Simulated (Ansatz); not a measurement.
Al2O3:
Space group R-3, hexagonal axes (No. 148); a = b = 4.8006 Å, c = 13.4042 Å, α = β = 90.00°, γ = 120.00°

```tsv
atom	site	symmetry	x	y	z
Al	3a	-3.	0.0000	0.0000	0.0000
Al	3b	-3.	0.0000	0.0000	0.5000
Al	6c	3.	0.0000	0.0000	0.3069
O	18f	1	0.0329	0.3543	0.0748
```
(The calculation used a cell of 10 atoms; values per cell refer to that cell.)

Relaxed with r²SCAN.

Question: Give the optical modes at the zone centre with their infrared and Raman activity from DFPT, the program Ansatz at the r²SCAN level (PAW).

Answer: Transverse frequencies, without the LO–TO term; a row sums one degenerate level.

```csv
ω (cm⁻¹),degeneracy,IR ((D/Å)²/amu),Raman (Å⁴/amu),activity,symmetry
284,1,2.15,0,IR,Au
331,1,0.00,4.7,Raman,Ag
332,2,4.66,0,IR,Eu
387,2,23.44,0,IR,Eu
388,2,0.00,1.6,Raman,Eg
454,1,38.19,0,IR,Au
468,2,0.00,0.10,Raman,Eg
523,2,32.08,0,IR,Eu
535,2,0.00,0.11,Raman,Eg
542,1,3.27,0,IR,Au
544,1,0.00,2.1,Raman,Ag
581,2,64.23,0,IR,Eu
612,1,0.00,5.4,Raman,Ag
639,1,0.02,0,IR,Au
701,2,0.00,1.3,Raman,Eg
713,2,4.30,0,IR,Eu
731,1,11.07,0,IR,Au
751,1,0.00,4.2,Raman,Ag
```

Question: How high does the top mode go among those that the LO–TO term moves?

Answer: 901 cm⁻¹ for q along x, 901 cm⁻¹ for q along y, 885 cm⁻¹ for q along z.

The workflow started from a Materials Project entry (that database holds measured and hypothetical structures alike); the Crystallography Open Database copy checked does not list it. It is not the phase usual at ambient conditions (space group No. 167). The cell was relaxed with r²SCAN under the symmetry of its start; whether a distortion lowers the energy is not shown.

Potentials: the earlier of the program's two PAW sets.
